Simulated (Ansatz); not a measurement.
LiNbO3:
```xyz
10
Lattice="2.6045 1.5037 4.7392 -2.6045 1.5037 4.7392 0.0000 -3.0074 4.7392" Properties=species:S:1:pos:R:3 pbc="T T T"
Li     0.0000     0.0000     5.0726
Li     0.0000     0.0000     9.1450
Nb     0.0000     0.0000     2.0443
Nb     0.0000     0.0000    12.1733
O     -0.9016    -1.7063     8.2144
O      0.9016     1.7063     6.0032
O     -1.0269     1.6340     8.2144
O      1.0269    -1.6340     6.0032
O      1.9285     0.0723     8.2144
O     -1.9285    -0.0723     6.0032
```

Plane-wave PAW r²SCAN (Ansatz code) gives a gap of 4.42 eV without spin–orbit coupling, maximum off the standard path, at k = (0.260, -0.219, 0.307), minimum off the standard path, at k = (0.177, -0.292, -0.312).

Question: What happens when spin–orbit coupling is switched on?

Answer: The gap hardly moves, to 4.42 eV; maximum off the standard path, at k = (0.260, -0.219, 0.307), minimum off the standard path, at k = (0.177, -0.292, -0.312).

Question: Give the electron effective mass with spin–orbit coupling.

Answer: 1.1, 4.2, 28 mₑ (principal values).

Question: Give the hole effective mass with spin–orbit coupling.

Answer: 1.0, 2.2, 4.0 mₑ (principal values).

Space group R-3. The workflow started from a Materials Project entry (that database holds measured and hypothetical structures alike); the Crystallography Open Database files this formula in space group No. 148, but the cells were not matched. It is not the phase usual at ambient conditions (space group No. 161). The r²SCAN relaxation kept the symmetry of its start; its stability against distortions is not shown here. The run is not spin-polarised.

Potentials: the later of the program's two PAW sets.
